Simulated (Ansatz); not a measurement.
An elastic tensor (GPa, Voigt order, standard axes) from plane-wave PAW r²SCAN (Ansatz code):

|  | 1 | 2 | 3 | 4 | 5 | 6 |
|---|---|---|---|---|---|---|
| 1 | 369 | 181 | 181 | 0.0 | 0.0 | 0.0 |
| 2 | 181 | 369 | 181 | 0.0 | 0.0 | 0.0 |
| 3 | 181 | 181 | 369 | 0.0 | 0.0 | 0.0 |
| 4 | 0.0 | 0.0 | 0.0 | 235 | 0.0 | 0.0 |
| 5 | 0.0 | 0.0 | 0.0 | 0.0 | 235 | 0.0 |
| 6 | 0.0 | 0.0 | 0.0 | 0.0 | 0.0 | 235 |

Question: Which of these materials gives this?
A) TePb, rock salt
B) Gd, fcc (Cu type)
C) RbVF3, cubic perovskite
D) GaN, rock salt

Answer: D, GaN, rock salt

Space group Fm-3m (rock salt). This is a known high-pressure phase of the composition, computed here at zero pressure and temperature. Symmetry was held in the r²SCAN relaxation; whether a distortion lowers the energy is not shown.

Potentials: the later of the program's two PAW sets.
